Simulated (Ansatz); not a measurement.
Relaxation of a relaxed W cell, doubled along one cell vector, shaken by Gaussian noise of σ = 0.08 Å a coordinate; 4 atoms in the cell, which starts as P1 (No. 1), aP4; a = b = 3.8377 Å, c = 5.3638 Å, α = β = 69.55°, γ = 82.99°. Method: r2SCAN (plane waves to 500 eV, PAW, scalar-relativistic; Ansatz, an electronic-structure program). Γ-centred k-mesh 7×14×9 on the run's cell (coarser than for final values), Fermi–Dirac smearing 0.05 eV. This is the first round of the run. 

The optimiser's lines from the output (shortened; P is positive under compression):

```
relax step   1: F+E_penalty+E_count = -41587.85412955 eV  Δ(F+E_penalty+E_count) = +0.000e0 eV  max|allowed force component| = 1.875e0 eV/Å  Δτ_max = 0.0000 Å  P = +3.744 GPa  Ω = 69.354 Å³  (10 SCF iters, dr2 threshold 1.00e-7 eV, accepted)
relax step   2: F+E_penalty+E_count = -41588.13814044 eV  Δ(F+E_penalty+E_count) = -2.840e-1 eV  max|allowed force component| = 1.029e0 eV/Å  Δτ_max = 0.1830 Å  P = +3.577 GPa  Ω = 68.457 Å³  (8 SCF iters, dr2 threshold 4.00e-7 eV, accepted)
relax step   3: F+E_penalty+E_count = -41588.49534004 eV  Δ(F+E_penalty+E_count) = -3.572e-1 eV  max|allowed force component| = 3.323e-1 eV/Å  Δτ_max = 0.0560 Å  P = -3.645 GPa  Ω = 70.072 Å³  (8 SCF iters, dr2 threshold 4.00e-7 eV, accepted)
relax step   4: F+E_penalty+E_count = -41589.20479922 eV  Δ(F+E_penalty+E_count) = -7.095e-1 eV  max|allowed force component| = 6.839e-1 eV/Å  Δτ_max = 0.0224 Å  P = -2.127 GPa  Ω = 68.814 Å³  (7 SCF iters, dr2 threshold 4.00e-7 eV, accepted)
relax step   5: F+E_penalty+E_count = -41590.13966399 eV  Δ(F+E_penalty+E_count) = -9.349e-1 eV  max|allowed force component| = 7.968e-1 eV/Å  Δτ_max = 0.0154 Å  P = -1.240 GPa  Ω = 67.487 Å³  (8 SCF iters, dr2 threshold 4.00e-7 eV, accepted)
relax step   6: F+E_penalty+E_count = -41590.99148117 eV  Δ(F+E_penalty+E_count) = -8.518e-1 eV  max|allowed force component| = 7.417e-1 eV/Å  Δτ_max = 0.0394 Å  P = -2.146 GPa  Ω = 66.704 Å³  (8 SCF iters, dr2 threshold 4.00e-7 eV, accepted)
relax step   7: F+E_penalty+E_count = -41591.59912223 eV  Δ(F+E_penalty+E_count) = -6.076e-1 eV  max|allowed force component| = 4.433e-1 eV/Å  Δτ_max = 0.0401 Å  P = +3.920 GPa  Ω = 64.521 Å³  (7 SCF iters, dr2 threshold 4.00e-7 eV, accepted)
relax step   8: F+E_penalty+E_count = -41591.75110779 eV  Δ(F+E_penalty+E_count) = -1.520e-1 eV  max|allowed force component| = 1.290e-1 eV/Å  Δτ_max = 0.0622 Å  P = -0.674 GPa  Ω = 65.118 Å³  (8 SCF iters, dr2 threshold 4.00e-7 eV, accepted)
relax step   9: F+E_penalty+E_count = -41591.75539164 eV  Δ(F+E_penalty+E_count) = -4.284e-3 eV  max|allowed force component| = 4.125e-2 eV/Å  Δτ_max = 0.0257 Å  P = +0.067 GPa  Ω = 64.981 Å³  (6 SCF iters, dr2 threshold 4.00e-7 eV, accepted)
relax step  10: F+E_penalty+E_count = -41591.75612562 eV  Δ(F+E_penalty+E_count) = -7.340e-4 eV  max|allowed force component| = 2.750e-3 eV/Å  Δτ_max = 0.0075 Å  P = +0.007 GPa  Ω = 64.994 Å³  (5 SCF iters, dr2 threshold 2.29e-7 eV, accepted)
relax step  11: F+E_penalty+E_count = -41591.75614971 eV  Δ(F+E_penalty+E_count) = -2.409e-5 eV  max|allowed force component| = 2.617e-4 eV/Å  Δτ_max = 0.0006 Å  P = -0.003 GPa  Ω = 64.997 Å³  (5 SCF iters, dr2 threshold 3.32e-8 eV, accepted)
relax step  12: F+E_penalty+E_count = -41591.75885600 eV  Δ(F+E_penalty+E_count) = -2.706e-3 eV  max|allowed force component| = 2.679e-4 eV/Å  Δτ_max = 0.0000 Å  P = +0.049 GPa  Ω = 64.997 Å³  stress off target by 1.60e-1 GPa  SCF on the basis re-selected at this cell (its energy is not comparable with the rows above)  (7 SCF iters)
relax step  13: F+E_penalty+E_count = -41591.75886833 eV  Δ(F+E_penalty+E_count) = -1.233e-5 eV  max|allowed force component| = 1.784e-4 eV/Å  Δτ_max = 0.0000 Å  P = +0.007 GPa  Ω = 65.003 Å³  (4 SCF iters, dr2 threshold 6.42e-8 eV, accepted)
relax step  14: F+E_penalty+E_count = -41591.75886876 eV  Δ(F+E_penalty+E_count) = -4.235e-7 eV  max|allowed force component| = 1.761e-4 eV/Å  Δτ_max = 0.0000 Å  P = +0.007 GPa  Ω = 65.003 Å³  stress off target by 1.20e-2 GPa  SCF on the basis re-selected at this cell (its energy is not comparable with the rows above)  (5 SCF iters)
```

From the first to the last row the energy changes by -0.98 eV/atom and the volume by -6.3 %. The last row is marked as not comparable with the walk above it, whose basis was carried along; it does compare with step 1, since both stand on a basis selected at the nominal cutoff for their own cell.

Later rounds, restarted from the end of this one on a renewed k-mesh, logged 13 more steps and released under 0.01 eV/atom more. The final structure after all rounds: Fddd, origin choice 1 (No. 70), oF8, AFLOW prototype A_oF8_70_a; a = 2.678 Å, b = 5.390 Å, c = 9.002 Å, α = β = γ = 90.00°. Between re-selections the logged energies stand on a plane-wave basis carried along with the cell. No spin polarisation in the result.

The relaxed structure here is a generated cell of W: the first start was made by placing the elements on the sites of a structure type, and the end was not matched to a known phase here, so it may be hypothetical. Known forms of W include space group No. 229.
